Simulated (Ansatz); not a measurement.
Here is the system:

Sr$_{2}$TaNO$_{3}$:
```yaml
crystal:
  lattice:
    - [-2.00209, 2.02709, 6.33133]
    - [2.00209, -2.02709, 6.33133]
    - [2.00209, 2.02709, -6.33133]
  atoms:
    - { symbol: Sr, position: [0.64527, 0.64527, 0.00000] }
    - { symbol: Sr, position: [0.35473, 0.35473, 0.00000] }
    - { symbol: Ta, position: [0.00000, 0.00000, 0.00000] }
    - { symbol: N, position: [0.50000, 0.00000, 0.50000] }
    - { symbol: O, position: [0.83949, 0.83949, 0.00000] }
    - { symbol: O, position: [0.16051, 0.16051, 0.00000] }
    - { symbol: O, position: [0.00000, 0.50000, 0.50000] }
```

This is the r²SCAN-relaxed structure.

### Question
All from DFT-r²SCAN in the program Ansatz with PAW potentials, unless another level is named. Estimate the gap with spin–orbit coupling.

### Answer
1.05 eV.

### Question
And the electron effective mass with spin–orbit coupling?

### Answer
0.15, 0.25, 16 mₑ (principal values).

Space group Immm. The workflow started from a Materials Project entry (that database holds measured and hypothetical structures alike); the Crystallography Open Database copy checked does not list it. With N and O taken as one species the cell has the higher symmetry I4/mmm, so it may be an ordered model of a mixed-site phase. Whether it is the stable phase at ambient conditions was not checked. Symmetry was held in the r²SCAN relaxation; its stability against distortions is not shown here. The run is not spin-polarised. Spin–orbit coupling is left out wherever it is not named.

Potentials: the later of the program's two PAW sets.
